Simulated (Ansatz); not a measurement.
Starting cell, Ca (fcc, Cu type):

```yaml
crystal:
  lattice:
    - [0.00000, 5.52644, 5.52644]
    - [2.76322, 2.76322, 5.52644]
    - [2.76322, 2.76322, 0.00000]
  atoms:
    - { symbol: Ca, position: [0.00000, 0.00000, 0.00000] }
    - { symbol: Ca, position: [0.50000, 0.00000, 0.00000] }
```

The atoms are displaced by Q × the pattern below (from a DFPT mode at X = (0.5, 0.5, 0.0), largest move 1; Q in Å), at fixed cell. It is one choice among 2 degenerate patterns. (q is in reciprocal vectors of the primitive cell; the cell shown is doubled to hold the pattern.)

```json
[
 {"atom": "Ca1", "x": "0.000", "y": "1.000", "z": "0.000"},
 {"atom": "Ca2", "x": "0.000", "y": "-1.000", "z": "0.000"}
]
```

All values below come from PBE (plane waves to 420 eV, PAW, scalar-relativistic; Ansatz, a first-principles code). k mesh 15×15×15 (Γ-centred), Fermi-Dirac smearing 0.05 eV. The energy includes the smearing's −TS. With partly filled bands, energies and forces of such displacements shift with the k mesh and the smearing. Ca was relaxed with its symmetry unable to fall. The PAW data are Ansatz's earlier set. The zero of ΔE is the undisplaced structure. The last digit holds for this mesh only.

| Q (Å) | ΔE (meV/cell) |
|---|---|
| -0.1000 | 24.05 |
| -0.0833 | 16.70 |
| -0.0667 | withheld |
| -0.0500 | 6.01 |
| -0.0333 | 2.67 |
| -0.0167 | 0.67 |
| 0.0000 | 0.00 |
| 0.0167 | 0.67 |
| 0.0333 | 2.67 |
| 0.0500 | 6.01 |
| 0.0667 | withheld |
| 0.0833 | 16.70 |
| 0.1000 | 24.05 |

Question: Fit an even polynomial form (powers 2, 4) to the given rows and predict ΔE at Q = 0.0667.

Answer: Least squares on the 11 given rows: ΔE = (2407)·Q² + (-205.2)·Q⁴, in meV/cell with Q in Å; root-mean-square residual 0.004 meV/cell. At 0.0667 the fit gives 10.70 meV/cell; the calculation gives 10.69 meV/cell, so the interpolation is off by 0.01 (+0.1 %). The quadratic term alone would give 10.71 meV/cell.

(A displaced cell: forces are minus the slopes of the energy, force constants its curvatures, and phonons follow from these.)
